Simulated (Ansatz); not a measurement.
# GaReSi: all-electron results

```yaml
crystal:
  lattice:
    - [3.19420, 0.00000, 0.00000]
    - [0.00000, 3.19420, 0.00000]
    - [0.00000, 0.00000, 8.05400]
  atoms:
    - { symbol: Ga, position: [0.50000, 0.00000, 0.91460] }
    - { symbol: Ga, position: [0.00000, 0.50000, 0.08540] }
    - { symbol: Si, position: [0.00000, 0.50000, 0.41520] }
    - { symbol: Si, position: [0.50000, 0.00000, 0.58480] }
    - { symbol: Re, position: [0.00000, 0.50000, 0.73063] }
    - { symbol: Re, position: [0.50000, 0.00000, 0.26937] }
```

Atoms are numbered in the order listed.

The cell is COD entry 4345680, as deposited and not checked against the literature; nothing was relaxed.

Spin–orbit coupling is left out, though it moves levels of the heavy atoms by tenths of an eV or more.

Levels of theory: DFT, PBE, all-electron LAPW, scalar-relativistic (Ansatz 0.2.0); DFT, PBE, PAW with Ansatz's default frozen-core files, scalar-relativistic (Ansatz 0.2.0).

For LAPW: a Γ-centred 9×9×4 k mesh, Fermi–Dirac smearing of 0.05 eV, basis error target 1 meV/atom, no spin polarisation. PAW takes a cutoff of 420 eV at this cell. The Ansatz runs share mesh, smearing and spin set-up. Values come from LAPW unless marked.

* Pressure at this cell: 3.56 GPa
* Band gap: 0.15 eV (so small a gap may close at points that the mesh and path miss)
* Stress xx, yy, zz (compression positive): 3.50, 3.50, 3.69 GPa
* Largest force: 0.160 eV/Å on Re5
* Smallest direct gap on the path: 0.84 eV
* Löwdin charges (with 0.34 e of the cell spilling out of the atomic basis, so their sizes and signs hang on that basis): Ga1 -0.20, Si3 0.13, Re5 0.24 e
* Bader charges (from the PAW run): Ga1 +0.25, Si3 +0.42, Re5 -0.67 e
* Volume per atom: 13.70 Å³
